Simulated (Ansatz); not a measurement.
Relaxation of a generated trial cell of Rh in the beta-Sn structure type; 2 atoms in the cell, which starts as I4₁/amd, origin choice 1 (No. 141), tI4; a = 4.727 Å, b = 4.727 Å, c = 2.579 Å, α = 90.00°, β = 90.00°, γ = 90.00°. The numbers are results of PBE (plane waves to 420 eV, PAW, scalar-relativistic; Ansatz, an electronic-structure program), not measurements. Γ-centred k-mesh 14×14×14 on the run's cell (coarser than for final values), Fermi–Dirac smearing 0.05 eV. This is the first round of the run. 

The optimiser's lines from the output (shortened; P is positive under compression):

```
relax step   1: F+E_penalty+E_count = -12804.53353456 eV  Δ(F+E_penalty+E_count) = +0.000e0 eV  max|allowed force component| = 2.776e-17 eV/Å  Δτ_max = 0.0000 Å  P = +19.621 GPa  Ω = 28.808 Å³  (6 SCF iters, dr2 threshold 1.00e-7 eV, accepted)
relax step   2: F+E_penalty+E_count = -12804.68807162 eV  Δ(F+E_penalty+E_count) = -1.545e-1 eV  max|allowed force component| = 4.163e-17 eV/Å  Δτ_max = 0.0000 Å  P = -2.041 GPa  Ω = 31.496 Å³  (6 SCF iters, dr2 threshold 2.00e-7 eV, accepted)
relax step   3: F+E_penalty+E_count = -12804.69259496 eV  Δ(F+E_penalty+E_count) = -4.523e-3 eV  max|allowed force component| = 2.082e-17 eV/Å  Δτ_max = 0.0000 Å  P = -0.516 GPa  Ω = 31.268 Å³  (6 SCF iters, dr2 threshold 2.00e-7 eV, accepted)
relax step   4: F+E_penalty+E_count = -12804.69389375 eV  Δ(F+E_penalty+E_count) = -1.299e-3 eV  max|allowed force component| = 6.939e-18 eV/Å  Δτ_max = 0.0000 Å  P = +0.223 GPa  Ω = 31.174 Å³  (6 SCF iters, dr2 threshold 2.00e-7 eV, accepted)
relax step   5: F+E_penalty+E_count = -12804.69391721 eV  Δ(F+E_penalty+E_count) = -2.346e-5 eV  max|allowed force component| = 2.082e-17 eV/Å  Δτ_max = 0.0000 Å  P = +0.003 GPa  Ω = 31.210 Å³  (6 SCF iters, dr2 threshold 2.00e-7 eV, accepted)
relax step   6: F+E_penalty+E_count = -12804.69568942 eV  Δ(F+E_penalty+E_count) = -1.772e-3 eV  max|allowed force component| = 6.939e-18 eV/Å  Δτ_max = 0.0000 Å  P = +0.022 GPa  Ω = 31.210 Å³  stress off target by 9.98e-2 GPa  SCF on the basis re-selected at this cell (its energy is not comparable with the rows above)  (7 SCF iters)
relax step   7: F+E_penalty+E_count = -12804.69569159 eV  Δ(F+E_penalty+E_count) = -2.170e-6 eV  max|allowed force component| = 3.469e-17 eV/Å  Δτ_max = 0.0000 Å  P = +0.001 GPa  Ω = 31.215 Å³  (6 SCF iters, dr2 threshold 2.49e-8 eV, accepted)
relax step   8: F+E_penalty+E_count = -12804.69569385 eV  Δ(F+E_penalty+E_count) = -2.262e-6 eV  max|allowed force component| = 0.000e0 eV/Å  Δτ_max = 0.0000 Å  P = +0.001 GPa  Ω = 31.215 Å³  stress off target by 3.49e-3 GPa  SCF on the basis re-selected at this cell (its energy is not comparable with the rows above)  (8 SCF iters)
```

From the first to the last row the energy changes by -0.08 eV/atom and the volume by +8.4 %. The last row is marked as not comparable with the walk above it, whose basis was carried along; it does compare with step 1, since both stand on a basis selected at the nominal cutoff for their own cell.

Later rounds, restarted from the end of this one on a renewed k-mesh, logged 4 more steps and released under 0.01 eV/atom more. The final structure after all rounds: I4₁/amd, origin choice 1 (No. 141), tI4, AFLOW prototype A_tI4_141_a (A5, as in Sn); a = b = 4.788 Å, c = 2.723 Å, α = β = γ = 90.00°. Between re-selections the logged energies stand on a plane-wave basis carried along with the cell. No spin polarisation in the result.

The run could not lose the symmetry of its start, so the end can be a saddle point.

All atoms sit on sites fixed by symmetry, so only the cell could relax.

The relaxed structure here is a generated cell of Rh: the first start was made by placing the elements on the sites of a structure type, and the end was not matched to a known phase here, so it may be hypothetical. Known forms of Rh include space group No. 225.
